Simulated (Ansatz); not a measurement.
Relaxed BaTiO$_{3}$ (tetragonal-perovskite type, space group P4mm):

```
BaTiO3
1.0
    3.95540     0.00000     0.00000
    0.00000     3.95540     0.00000
    0.00000     0.00000     4.04437
Ti Ba O
1 1 3
Direct
  0.50000   0.50000   0.44692
  0.00000   0.00000   0.93184
  0.50000   0.50000   0.90189
  0.50000   0.00000   0.41267
  0.00000   0.50000   0.41267
```

Computed with PBEsol (plane waves to 420 eV, PAW, scalar-relativistic; Ansatz, a quantum-chemistry and plane-wave program). k mesh 7×7×7 (Γ-centred), Fermi-Dirac smearing 0.05 eV. BaTiO3 is run without spin polarisation. BaTiO3 was relaxed with its symmetry unable to fall.

One atom of the cell was then moved (with its periodic images), all else fixed, and the forces (eV/Å) came out as:

```tsv
atom	Fx	Fy	Fz
Ti1	-0.032	0.222	-0.024
Ba2	-0.049	-0.111	-0.011
O3	0.041	-0.343	0.044
O4	0.444	0.632	-0.006
O5	-0.404	-0.400	-0.003
```

Which atom was moved, and by which vector (Å)?

O4, by (-0.08, -0.08, 0.00), 0.12 Å in all.

(For displaced atoms, the force is minus the slope of the energy, and its curvature is a force constant, which sets phonon frequencies.)
